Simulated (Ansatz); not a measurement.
Relaxed Cu (fcc, Cu type):

```yaml
crystal:
  lattice:
    - [3.56378, 0.00000, 0.00000]
    - [0.00000, 3.56378, 0.00000]
    - [0.00000, 0.00000, 3.56378]
  atoms:
    - { symbol: Cu, position: [0.00000, 0.00000, 0.00000] }
    - { symbol: Cu, position: [0.50000, 0.50000, 0.00000] }
    - { symbol: Cu, position: [0.50000, 0.00000, 0.50000] }
    - { symbol: Cu, position: [0.00000, 0.50000, 0.50000] }
```

Scan: atom 4 (Cu, nearest neighbour Cu at 2.520 Å; its periodic images, 3.6 Å or more away, move with it) is displaced towards the nearest neighbour, direction (-0.707, -0.707, 0.000) in Cartesian axes, by s. The other atoms stay.

All values below come from PBEsol (plane waves to 420 eV, PAW, scalar-relativistic; Ansatz, a program for electronic structure). k mesh 11×11×11 (Γ-centred), Fermi-Dirac smearing 0.05 eV. E stands for the smeared free energy. With partly filled bands, energies and forces of such displacements shift with the k mesh and the smearing. F∥ is the force on the atom along that direction. Cu is run without spin polarisation. Cu was relaxed with its symmetry unable to fall. The zero of ΔE is the undisplaced structure.

| s (Å) | ΔE (eV/cell) | F∥ (eV/Å) |
|---|---|---|
| -0.500 | … | … |
| -0.400 | 0.709 | … |
| -0.300 | 0.375 | 2.695 |
| -0.200 | 0.160 | 1.652 |
| -0.100 | 0.039 | 0.786 |
| 0.000 | 0.000 | 0.000 |
| 0.100 | 0.039 | -0.786 |
| 0.200 | 0.160 | -1.652 |
| 0.300 | 0.375 | -2.695 |
| 0.400 | 0.709 | … |
| 0.500 | … | … |

Some entries are withheld; supply them.


- -0.500, ΔE (eV/cell): 1.200
- -0.500, F∥ (eV/Å): 5.885
- -0.400, F∥ (eV/Å): 4.043
- 0.400, F∥ (eV/Å): -4.043
- 0.500, ΔE (eV/cell): 1.200
- 0.500, F∥ (eV/Å): -5.885

(A displaced cell: forces are minus the slopes of the energy, force constants its curvatures, and phonons follow from these.)
